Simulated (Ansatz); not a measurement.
CoSi$_{2}$ (fluorite type, space group Fm-3m)

```xyz
3
Lattice="0.0000 2.6802 2.6802 2.6802 0.0000 2.6802 2.6802 2.6802 0.0000" Properties=species:S:1:pos:R:3 pbc="T T T"
Co     0.0000     0.0000     0.0000
Si     1.3401     1.3401     1.3401
Si     4.0203     4.0203     4.0203
```

The slice is a {110} plane (indices of the conventional cell) through the point (0.250, 0.250, 0.250) (fractional), spanned by u = [100] and v = [1 -1 -1] in vectors of this cell: u (3.79 Å) and v (5.36 Å, at 90° to u). It covers one period; positions are fractions (u, v).

All values below come from PBE (plane waves to 420 eV, PAW, scalar-relativistic; Ansatz, a program for electronic structure). k mesh 15×15×15. Inside the PAW spheres the values are not all-electron values, and peaks at nuclei hang on which shells count as valence. CoSi2 is run without spin polarisation. CoSi2 was relaxed with its symmetry unable to fall. The PAW data are Ansatz's earlier set.

Three fields on this plane, each scaled to ten steps between its own extremes (0 low, 9 high; the total valence density on a logarithmic scale, the potential cut 8 eV below its top; x marks points blanked near nuclei; v = 0 in the bottom row):

Map A
```
|xxxxx76555567xxxx|
|xxxxx65444456xxxx|
|xxxx6543223456xxx|
|xxx754311113457xx|
|88765321001235678|
|88764310000134678|
|88765321001235678|
|xxx754311113457xx|
|xxxx6543223456xxx|
|xxxxx65444456xxxx|
|xxxxx76555567xxxx|
|xxxxx87666678xxxx|
|xxxxx88888888xxxx|
|xxxxx99xxxx99xxxx|
|xxxx99xxxxxx99xxx|
|xxx99xxxxxxxx99xx|
|88889xxxxxxxx9888|
|88889xxxxxxxx9888|
|88889xxxxxxxx9888|
|xxx99xxxxxxxx99xx|
|xxxx99xxxxxx99xxx|
|xxxxx99xxxx99xxxx|
|xxxxx88888888xxxx|
|xxxxx87666678xxxx|
```

Map B
```
|xxxxx75433457xxxx|
|xxxxx53222235xxxx|
|xxxx5321001235xxx|
|xxx642100001246xx|
|99853100000013589|
|99753100000013579|
|99853100000013589|
|xxx642100001246xx|
|xxxx5321001235xxx|
|xxxxx53222235xxxx|
|xxxxx75433457xxxx|
|xxxxx86444468xxxx|
|xxxxx95333359xxxx|
|xxxxx73xxxx37xxxx|
|xxxx84xxxxxx48xxx|
|xxx95xxxxxxxx59xx|
|99973xxxxxxxx3799|
|99863xxxxxxxx3689|
|99973xxxxxxxx3799|
|xxx95xxxxxxxx59xx|
|xxxx84xxxxxx48xxx|
|xxxxx73xxxx37xxxx|
|xxxxx95333359xxxx|
|xxxxx86444468xxxx|
```

Map C
```
|xxxxx26888862xxxx|
|xxxxx37899873xxxx|
|xxxx1589999851xxx|
|xxx157899998751xx|
|12357899999987532|
|44568899999988654|
|12357899999987532|
|xxx157899998751xx|
|xxxx1589999851xxx|
|xxxxx37899873xxxx|
|xxxxx26888862xxxx|
|xxxxx15777761xxxx|
|xxxxx14544541xxxx|
|xxxxx11xxxx11xxxx|
|xxxx00xxxxxx00xxx|
|xxx00xxxxxxxx00xx|
|12330xxxxxxxx0332|
|44540xxxxxxxx0454|
|12330xxxxxxxx0332|
|xxx00xxxxxxxx00xx|
|xxxx00xxxxxx00xxx|
|xxxxx11xxxx11xxxx|
|xxxxx14544541xxxx|
|xxxxx16777751xxxx|
```

Question: Assign the maps to these fields: electron localisation function (ELF); valence electron density; electrostatic potential energy of an electron, from the cell's mean.

Answer: A is the valence electron density; B is the electron localisation function (ELF); C is the electrostatic potential energy of an electron, from the cell's mean.
